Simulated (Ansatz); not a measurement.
Trial structures of CsZn₄Mo: starts and ends

Method: DFT PBE, scalar-relativistic, plane waves, PAW (Ansatz 0.2.0). All cells share a 420 eV cutoff and Γ-centred k meshes spaced at most about 0.3 Å⁻¹ (about 0.25 or finer for metals, 2π included). Collinear spin in cells that started with moments and kept them past the coarse steps, no spin elsewhere.

Each guess was relaxed in cell and atoms at zero pressure, within the symmetry of its start. These are static total energies at zero pressure. Coordination counts all near atoms (those within 1.25 times the shortest distance at each site; a plus sign parts nearer from farther groups; a slash parts the counts of unlike sites).

```csv
guess,made from,start group,V start (Å³/atom),end group,V end (Å³/atom),coordination at the end,gap on mesh (eV),largest moment (μB),E over the lowest end (meV/atom)
1,random cell,P-6m2,22.8,?,?,?,?,?,?
2,LaGaNi4 type,P-6m2,21.1,P-6m2,21.6,"Cs 20, Zn 6/4+4, Mo 6",0,0.7,12
3,KCeF4 type,P4/mmm,19.0,P4/mmm,27.7,"Cs 8+4, Zn 3+4, Mo 8",0,-,0
4,RbFeF4 type,P4/mmm,20.7,P4/mmm,32.5,"Cs 8+8, Zn 2, Mo 6",0,1.2,219
```

Guess 1 as it starts:

```
CELL_PARAMETERS angstrom
4.45883 0.00000 0.00000
-2.22941 3.86146 0.00000
0.00000 0.00000 7.93916
ATOMIC_POSITIONS crystal
Cs 0.33333 0.66667 0.50000
Zn 0.33333 0.66667 0.13511
Zn 0.33333 0.66667 0.86489
Zn 0.00000 0.00000 0.76069
Zn 0.00000 0.00000 0.23931
Mo 0.00000 0.00000 0.50000
```

Q: Fill in the missing row: what does this guess relax into, and where does it rank?

A: It ends in space group P-6m2 (No. 187), with a = 4.681 Å, c = 8.835 Å, 27.9 Å³/atom and no gap, with moments up to 1.7 μB. It lies 0.85 eV/atom over the lowest end, above guess 4 and so the highest of the set. Counting all near atoms, this end has Cs 3+2, Zn 4, Mo 5 and the lowest (guess 3) has Cs 8+4, Zn 3+4, Mo 8.

```cif
data_structure
_symmetry_space_group_name_H-M 'P 1'
_symmetry_Int_Tables_number 1
_cell_length_a 4.6810
_cell_length_b 4.6810
_cell_length_c 8.8346
_cell_angle_alpha 90.000
_cell_angle_beta 90.000
_cell_angle_gamma 120.000
_cell_volume 167.64
loop_
_atom_site_label
_atom_site_type_symbol
_atom_site_fract_x
_atom_site_fract_y
_atom_site_fract_z
_atom_site_occupancy
Cs1 Cs 0.33333 0.66667 0.50000 1
Zn1 Zn 0.33333 0.66667 0.14144 1
Zn2 Zn 0.33333 0.66667 0.85856 1
Zn3 Zn 0.00000 0.00000 0.80187 1
Zn4 Zn 0.00000 0.00000 0.19813 1
Mo1 Mo 0.00000 0.00000 0.50000 1
```

Formation energies are uncorrected and refer to the elements' standard structures at the same level.

Q: Is the lowest end bound against the elements?

A: No: its formation energy is +0.42 eV/atom. It can't be a ground state, since the elements alone are lower.

The k mesh leaves some 4 meV/atom of noise in the energy of each metallic cell. Another magnetic order may lie lower. Cells relaxed within their symmetry can be saddle points. A lower structure may well exist outside this small set. Some candidate types were left out of the draw beforehand, so a known form may be missing.
